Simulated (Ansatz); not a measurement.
A distorted cell of Ga$_{2}$Pt (fluorite type, space group Fm-3m):

```
Ga2Pt
1.0
    0.00000     2.96744     2.80918
    2.96744     0.00000     2.80918
    2.96744     2.96744     0.00000
Ga Pt
2 1
Direct
  0.75000   0.75000   0.75000
  0.25000   0.25000   0.25000
  0.00000   0.00000   0.00000
```

Calculation: r2SCAN (plane waves to 500 eV, PAW, scalar-relativistic; Ansatz, a quantum-chemistry and plane-wave program). k mesh 14×14×14 (Γ-centred), Fermi-Dirac smearing 0.05 eV. E stands for the smeared free energy. Stress and pressure are positive under compression. With partly filled bands, the response to shear is sensitive to the k mesh, so small differences along c/a are uncertain. Ga2Pt is run without spin polarisation. Ga2Pt was relaxed with its symmetry unable to fall. Spin-orbit coupling is left out, though Pt is heavy. This is a high-temperature form of Ga2Pt.

Problem. What is the stress tensor (GPa)?

Solution. 
```
    7.8      0.0      0.0
    0.0      7.8      0.0
    0.0      0.0      9.5
```
The pressure, a third of the trace, is 8.4 GPa.

Problem. It is the relaxed cell deformed to V/V₀ = 0.947, (c/a)/(c/a)₀ = 0.947, c along z, fractional positions held. What is its energy relative to the relaxed cell?

Solution. 26 meV/atom.

(Under strain, the slope of the energy per volume gives the stress and its curvature an elastic modulus.)
